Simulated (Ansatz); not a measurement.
## Yb$_{3}$PbO, a database entry at a rescaled volume

```
Pb O Yb
1.0
     4.81066    0.00000    0.00000
     0.00000    4.81066    0.00000
     0.00000    0.00000    4.81066
Pb O Yb
1 1 3
Direct
  0.00000 0.00000 0.00000
  0.50000 0.50000 0.50000
  0.00000 0.50000 0.50000
  0.50000 0.00000 0.50000
  0.50000 0.50000 0.00000
```

Single point in Ansatz 0.2.0 with r2SCAN, spin-orbit coupling. Cutoff 500 eV, PAW datasets, 5×5×5 Γ-centred k mesh, fermi-dirac filling (width 0.1 eV).

The state carries no moments; the state need not be the lowest.

Electronic structure: It is a metal, with about 2.4 states/eV a cell as the mean within 0.25 eV of the Fermi level, mostly Yb f (68 %) and Yb d (26 %).
Charges: Bader charges in e: Yb +1.25, Pb -2.22, O -1.53. In the mean Yb gives up most and Pb takes most.
Stress: The pressure is -1.9 GPa (compression positive), so with the atoms held at these fractions the cell would first shrink.

Origin: a database entry at a rescaled volume. Caveats: f levels without a U or exact exchange are poorly placed.
